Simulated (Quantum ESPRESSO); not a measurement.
## Kohn-Sham bands of SrTiO3 (cubic perovskite)

```
CELL_PARAMETERS angstrom
      3.91270     0.00000     0.00000
      0.00000     3.91270     0.00000
      0.00000     0.00000     3.91270
ATOMIC_POSITIONS crystal
  Sr 0.00000 0.00000 0.00000
  Ti 0.50000 0.50000 0.50000
  O  0.50000 0.00000 0.50000
  O  0.00000 0.50000 0.50000
  O  0.50000 0.50000 0.00000
```

Cell from Materials Project (mp-5229), symmetrised, no further relaxation. COD (Crystallography Open Database) records the formula in this space group. Ideal cubic forms of this type are often high-temperature phases that distort on cooling; symmetry holds the cell here, and its stability was not tested. Computed values, not measurements, from PBEsol: Quantum ESPRESSO (norm-conserving PseudoDojo potentials, cutoff 68 Ry, no spin polarisation, no spin-orbit coupling) on a Γ-centred 4×4×4 mesh, then Wannier90. Density: 8×8×8 mesh, cold smearing 0.01 Ry.

The lattice is scaled uniformly by ε, fractional positions fixed; Kohn-Sham values from pw.x, the row at -1.5 % withheld:

```tsv
ε (%)	gap (eV)	width of the top valence group (eV)	direct gap at Γ (eV)	direct gap at X (eV)
-3.0	2.005	5.154	2.298	2.933
-1.5	?	?	?	?
0.0	1.844	4.678	2.207	2.757
1.5	1.764	4.588	2.148	2.657
3.0	1.679	4.496	2.082	2.548
```

Task: Fit y = y₀ + bε + cε² to the rows at -3.0, 0 and 3.0 %, check it on the fourth row, and predict the withheld one.

Result: 
- gap (eV): b = (1.679 − 2.005)/6 = -0.0543, c = (1.679 + 2.005 − 2×1.844)/18 = -0.00022. Check at 1.5 %: 1.762 for 1.764. Prediction 1.925; the run gives 1.925.
- width of the top valence group (eV): b = (4.496 − 5.154)/6 = -0.1097, c = (4.496 + 5.154 − 2×4.678)/18 = 0.01633. Check at 1.5 %: 4.550 for 4.588. Prediction 4.879; the run gives 4.905. The check misses, so a parabola doesn't hold here.
- direct gap at Γ (eV): b = (2.082 − 2.298)/6 = -0.0360, c = (2.082 + 2.298 − 2×2.207)/18 = -0.00189. Check at 1.5 %: 2.149 for 2.148. Prediction 2.257; the run gives 2.258.
- direct gap at X (eV): b = (2.548 − 2.933)/6 = -0.0642, c = (2.548 + 2.933 − 2×2.757)/18 = -0.00183. Check at 1.5 %: 2.657 for 2.657. Prediction 2.849; the run gives 2.849.
